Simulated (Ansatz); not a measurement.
With PBE (plane waves, PAW; program Ansatz), CaZrN2 in the orthorhombic phase (Pna2_1; Ca on 4a, Zr on 4a, N on 4a, N on 4a) relaxes to a = 6.559 Å, b = 7.956 Å, c = 4.928 Å. Against the elements it lies at -1.41 eV/atom, with no fitted shifts.

It is gapped at this level: 2.42 eV (smallest direct gap 2.43 eV). The electron mass is 0.80, 1.0, 1.0 mₑ (principal values). The hole mass is 0.50, 4.4, 6.9 mₑ (principal values).

The start of the workflow was typed in or built on a structure type; neither database checked (COD, Materials Project) lists it. Whether it is the stable phase at ambient conditions was not checked. The cell was relaxed with PBE under the symmetry of its start; whether a distortion lowers the energy is not shown. The run is not spin-polarised. The references are the lowest solids computed at this level, not always the standard phases (solids in place of the gases). Scalar-relativistic: spin–orbit coupling is off unless named, which matters more the heavier the elements.

Potentials: the earlier of the program's two PAW sets.
